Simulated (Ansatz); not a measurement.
**Rh: energy along a strain**

Rh, Fm-3m, a = 3.803 Å (as given, not relaxed at this level: -5.1 GPa). Ansatz: PBEsol, PAW, 420 eV, Γ-centred 22×22×22 mesh on 1 atom, Gaussian smearing 0.15 eV; no spin polarisation. Cell vectors (Å): 0.000 1.902 1.902; 1.902 0.000 1.902; 1.902 1.902 0.000. The cell is strained by x per cent times the pattern (0 0 1 0 0 0) in the order xx yy zz yz xz xy (engineering shears), with fractional coordinates held. y is the free energy over the start, V0 = 13.752 Å³/atom.

```
x (%) y (meV/atom)
-2.00         -0.92
-1.50         -2.20
-1.00         -2.45
-0.50         -1.70
 0.00          0.00
 0.50          2.64
 1.00          6.18
 1.50             ?
 1.75         13.11
 2.00         15.84
```

Problem. Fit y = c1 x + c2 x² + c3 x³ to the other rows, get the stiffness along the pattern, and predict the missing energy.

Solution. Least squares on the rows shown. y = 4.3554 x + 1.8648 x² − 0.041328 x³. The clamped-ion stiffness p·C·p = 2 × 18.65 eV × 160.2 / 13.752 Å³ = 434 GPa, which is C33 in these axes (C11 of the cubic crystal) (second derivative at the start, which stands under stress). At x = 1.50 the fit asked for gives 10.59 meV/atom. The run gave 10.58 meV/atom, so the fit is 0.01 meV/atom too high, a small miss on the scale of the series.